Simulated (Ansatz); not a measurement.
## Sn: stiffness from a series of strains

```
CELL_PARAMETERS angstrom
0.00000 3.24560 3.24560
3.24560 0.00000 3.24560
3.24560 3.24560 0.00000
ATOMIC_POSITIONS crystal
Sn 0.50000 0.50000 0.50000
Sn 0.75000 0.75000 0.75000
```

Atom numbers follow the list: Sn1, Sn2.

The conventional cell has a = 6.491 Å, b = 6.491 Å, c = 6.491 Å, α = 90.00°, β = 90.00°, γ = 90.00°. Sn (atom 1) is surrounded by 4 Sn at 2.81 Å.

The cell is COD entry 9008568, as deposited and not checked against the literature; nothing was relaxed.

Spin–orbit coupling is left out, though it moves levels of the heavy atoms by tenths of an eV or more.

Method: Ansatz 0.2.0, DFT, LDA, all-electron LAPW, scalar-relativistic.

Sampling and basis: a Γ-centred 9×9×9 k mesh, Fermi–Dirac smearing of 0.03 eV, basis error target 0.25 meV/atom, no spin polarisation.

The strain is applied along the Cartesian axes of the cell as listed (γ is the engineering shear, twice εxy = εyz = εzx). Fractional coordinates are held (clamped ions).

σ is the change of stress from the unstrained cell, which is at -0.35 GPa; tension is positive, so slopes are stress–strain coefficients at that pressure. In a metal the k mesh adds noise.

Only quantities that a quadratic follows smoothly over the whole series are listed; rougher ones are left out.

```
      γ  σxy (GPa)
-0.0300      -1.60
-0.0200      -1.03
 0.0000       0.00
 0.0100       0.47
 0.0200       0.92
 0.0300       1.36
```

Fit the series and read off the stiffness at zero strain.

Least-squares fits y = p0 + p1 x + p2 x² to the rows give σxy (GPa): p1 = 49.1, p2 = -130. So C44 (clamped ions) = 49 GPa.

One run, at γ = -0.0100, is withheld. Predict its row.

The fits give -0.51; the run gave -0.50.
